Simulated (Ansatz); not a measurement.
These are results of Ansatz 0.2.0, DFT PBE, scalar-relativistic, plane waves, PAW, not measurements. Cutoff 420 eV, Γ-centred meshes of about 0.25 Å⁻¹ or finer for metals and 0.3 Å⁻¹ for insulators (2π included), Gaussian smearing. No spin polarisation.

Relaxed structures of Be2ZnTe5, with energies over the first row. Coordination counts Te atoms around Be and Zn (those within 1.25 times the shortest such distance or 1.15 times the sum of covalent radii, 1.27 where that leaves under three; a plus sign parts nearer from farther groups).

```tsv
#	form	sites	V (Å³/atom)	coordination	ΔE (meV/atom)
1	I4/m	Be 4d; Zn 2b; Te 8h, 2a	25.5	Be 4, Zn 4+2	0
2	P-4m2	Be 2f; Zn 1a; Te 2g, 2g, 1d	28.2	Be 4, Zn 4	22
3	P-42m	Be 2f; Zn 1a; Te 4n, 1d	29.2	Be 4, Zn 4	133
```

A further structure, relaxed alike:

```xyz
8
Lattice="4.0843 0.0000 0.0000 -2.0422 3.5371 0.0000 0.0000 0.0000 15.0091" Properties=species:S:1:pos:R:3 pbc="T T T"
Be    0.0000    0.0000    2.9585
Be    2.0422    1.1790    9.8919
Zn    0.0000    2.3581    6.3780
Te    0.0000    0.0000    0.4562
Te    0.0000    2.3581    3.7035
Te    2.0422    1.1790    7.4379
Te    0.0000    0.0000   10.6847
Te    0.0000    2.3581   13.4375
```

Task: Place it among the others.

Result: It falls between rows 2 and 3, 69 meV/atom above row 1, with space group P3m1 (No. 156) and 27.1 Å³/atom. Counting Te atoms around Be and Zn, this cell has Be 4, Zn 4 and row 1 has Be 4, Zn 4+2. Be on its first site is surrounded by 4 Te at 2.47–2.50 Å; Be on its second site is surrounded by 4 Te at 2.45–2.49 Å; around Zn lie 4 Te at 2.59–2.67 Å; around Te on its first site lie 1 Be at 2.50 Å and 3 Te at 3.11 Å; 4 more sites not described.

For metals, differences of a few meV/atom aren't resolved. Weakly bound directions are ill-defined at this level, which has no dispersion term (P3m1), and this can change margins and order among such cells. These runs have no spin–orbit coupling, which can matter for Te. With atoms moved at random, row 1 (by 10 meV/atom) fell into a lower structure. Row 2, row 3 and the further cell had no clear such test and can be saddle points.
